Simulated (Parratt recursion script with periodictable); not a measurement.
# Neutron reflectivity of single films on Si: where the minima fall

Simulated, not measured: specular neutron reflectivity, Parratt recursion, Névot-Croce roughness, natural isotopes, no magnetic scattering (Parratt recursion script with periodictable 1.7.1).

Neutron wavelength 4.75 Å. Q is scanned from 0.004 to 0.3 Å⁻¹ in 600 evenly spaced points, and the curve is smoothed with a Gaussian of 0.001 Å⁻¹ full width. A minimum is a scan point below both neighbours, placed by a parabola through ln R at the three points.

Each run is one film on Si (density 2.313 g/cm³, ρ = 2.059 × 10⁻⁶ Å⁻², rms roughness 3 Å) under vacuum. The film surface has an rms roughness of 3.8 Å in all runs. ρ and ρ″ are the real and imaginary parts of the scattering length density. The table lists all minima between 0.025 and 0.265 Å⁻¹.

| run | film | thickness d (Å) | density (g/cm³) | ρ (10⁻⁶ Å⁻²) | ρ″ (10⁻⁶ Å⁻²) | minima at Q (Å⁻¹) |
|---|---|---|---|---|---|---|
| A | Hf | 200 | 13.313 | 3.490 | 0.01300 | 0.0352, 0.0649, 0.0957, 0.1267, 0.1580, 0.1892, 0.2205, 0.2519 |
| B | Hf | 160 | 13.313 | 3.490 | 0.01300 | ? |
| C | Hf | 100 | 13.313 | 3.490 | 0.01300 | 0.0670, 0.1278, 0.1900, 0.2524 |

Densities are inputs, not measurements. They were set from computed cells of the Materials Project: Hf from entry mp-103 (P6₃/mmc, 13.313 g/cm³); Si from entry mp-149 (Fd-3m, 2.313 g/cm³). A layer's crystal structure does not enter its constants, only its composition and density.

Q: How many minima does run B have between 0.025 and 0.265 Å⁻¹, and where?

A: Inside a film the fringe order is m = (d/2π)(Q² − 16πρ)^½, with the film's own ρ. Where the film's ρ lies above the substrate's, its two faces reflect with opposite signs, and minima are expected at whole m.

- Run A, ρ above the substrate's: the minima give m = 1.04, 2.02, 3.02, 4.01, 5.01, 6.01, 7.01, 8.01.
- Run C, ρ above the substrate's: the minima give m = 1.05, 2.02, 3.02, 4.01.

In run B the film's ρ lies above the substrate's, so take whole m. The window runs from m = 0.54 to 6.74 and holds m = 1, 2, 3, 4, 5, 6. Then Q² = 16πρ + (2πm/d)² gives Q = 0.0414, 0.0796, 0.1186, 0.1576, 0.1968, 0.2360 Å⁻¹.

The run has 6 minima, at 0.0430, 0.0805, 0.1192, 0.1581, 0.1972, 0.2363 Å⁻¹. The largest distance from one of them to an estimated minimum is 0.0016 Å⁻¹, against a mean spacing of 0.0387 Å⁻¹.
